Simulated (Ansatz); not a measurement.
La$_{2}$O$_{3}$:
```
La2O3
1.0
    3.94040     0.00000     0.00000
   -1.97020     3.41249     0.00000
    0.00000     0.00000     6.18755
La O
2 3
Direct
  0.66667   0.33333   0.75263
  0.33333   0.66667   0.24737
  0.66667   0.33333   0.35470
  0.33333   0.66667   0.64530
  0.00000   0.00000   0.00000
```

Tensor components refer to the Cartesian frame of this cell.

Problem. Give the high-frequency dielectric tensor and the Born effective charge tensors of the independent atoms from DFPT, PBE in the plane-wave PAW code Ansatz.

Solution. 
ε∞:
```
4.81  0.00  0.00
0.00  4.81  0.00
0.00  0.00  4.69
```
Z* of atom 1 (La), rows: field, columns: displacement, in e:
```
4.21  0.00  0.00
0.00  4.21  0.00
0.00  0.00  3.82
```
Z* of atom 3 (O), rows: field, columns: displacement, in e:
```
-2.87   0.00   0.00
 0.00  -2.87   0.00
 0.00   0.00  -2.52
```
Z* of atom 5 (O), rows: field, columns: displacement, in e:
```
-2.69   0.00   0.00
 0.00  -2.69   0.00
 0.00   0.00  -2.60
```

Static charges for comparison (Bader): La1 +2.02, O3 -1.32, O5 -1.39 e. Born charges measure polarisation by displacement and can exceed these by far.

Space group P-3m1 (La2O3 or Ni2Al3 type). The PBE relaxation kept the symmetry of its start; phonons on a q-mesh show no instability. Spin–orbit coupling is left out wherever it is not named.

Potentials: the later of the program's two PAW sets.
